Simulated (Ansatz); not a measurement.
Relaxed candidate structures of ZrRh:

A. Amm2 (No. 38), oS16; a = 4.656 Å, b = 3.298 Å, c = 18.774 Å, α = β = γ = 90.00°; Zr 2a (0.000, 0.000, 0.448); Zr 2b (0.500, 0.500, 0.065); Rh 2b (0.500, 0.500, 0.809); Zr 2a (0.000, 0.000, 0.699); Rh 2a (0.000, 0.000, 0.065); Zr 2b (0.500, 0.500, 0.412); Rh 2b (0.500, 0.500, 0.669); Rh 2a (0.000, 0.000, 0.834)

B. P2₁3 (No. 198), cP8, AFLOW prototype AB_cP8_198_a_a (B20, as in FeSi); a = 5.2471 Å, b = 5.2471 Å, c = 5.2471 Å, α = 90.00°, β = 90.00°, γ = 90.00°; Zr 4a (0.175, 0.175, 0.175); Rh 4a (0.819, 0.819, 0.819)

C. Amm2 (No. 38), oS8; a = 2.8895 Å, b = 6.6555 Å, c = 7.4392 Å, α = β = γ = 90.00°; Rh 4e (0.500, 0.211, 0.256); Zr 2b (0.500, 0.500, 0.042); Zr 2a (0.000, 0.000, 0.970)

D. Pnma (No. 62), oP8; a = 6.0556 Å, b = 4.4398 Å, c = 5.2514 Å, α = β = γ = 90.00°; Zr 4c (0.175, 0.250, 0.641); Rh 4c (0.047, 0.250, 0.168)

### Question
Put the candidates in order of energy per atom, lowest first, for PBEsol (plane waves to 420 eV, PAW, scalar-relativistic; Ansatz, a quantum-chemistry and plane-wave program).

### Answer
D (reference, the lowest among the structures calculated here), B (+0.19 eV/atom), C (+0.36 eV/atom), A (+0.43 eV/atom)

Probably no minimum, since a slightly shaken restart fell lower: Amm2, oS8 (by 0.31 eV/atom, to Pbam). Each run could gain symmetry but not lose that of its start, so entries can be saddle points. From databases, or of a type measured for this composition: Pnma, oP8; the others are generated cells (placed on structure types, drawn at random, substituted or restacked) that were not matched to a known phase here. Static energies at zero pressure. Each cell has its own k-point mesh; energy differences are given only to the digits this allows. No spin polarisation in the result.
